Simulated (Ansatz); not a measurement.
Values for one crystal, relaxed and computed with DFT-r²SCAN in the program Ansatz with PAW potentials; other levels are named.

```yaml
volume_per_atom: 10.63 Å³
band_gap: 2.74 eV (indirect)
Formation energy from the elements (no fitted shifts): -1.38 eV/atom
smallest_direct_gap_on_the_standard_path: 2.98 eV
```

### Question
Which of these materials gives this?
A. NiSO4, Cmcm (Ni on 4a, S on 4c, O on 8g, O on 8f)
B. Rb2WO2F4, C2/m (Rb on 4i, W on 2a, O on 4i, F on 8j)
C. SiO2, rutile
D. BPO4, I-4 (P on 2a, B on 2c, O on 8g)

### Answer
A, NiSO4, Cmcm (Ni on 4a, S on 4c, O on 8g, O on 8f)

The first step of the workflow began from a Materials Project structure, measured or hypothetical; the Crystallography Open Database files this formula in space group No. 63, but the cells were not matched. Whether it is the stable phase at ambient conditions was not checked. The cell was relaxed with r²SCAN under the symmetry of its start, as lowered by the spin order; its stability against distortions is not shown here. Magnetic state: antiferromagnetic, chosen from 2 collinear starts compared on coarse meshes (ties went to the first, and starts can fall back to one state), not a proven ground state. Other orbital occupations within this spin state were not tried. No Hubbard U is applied. The references are the lowest solids computed at this level, not always the standard phases (solids in place of the gases).

Potentials: the later of the program's two PAW sets.
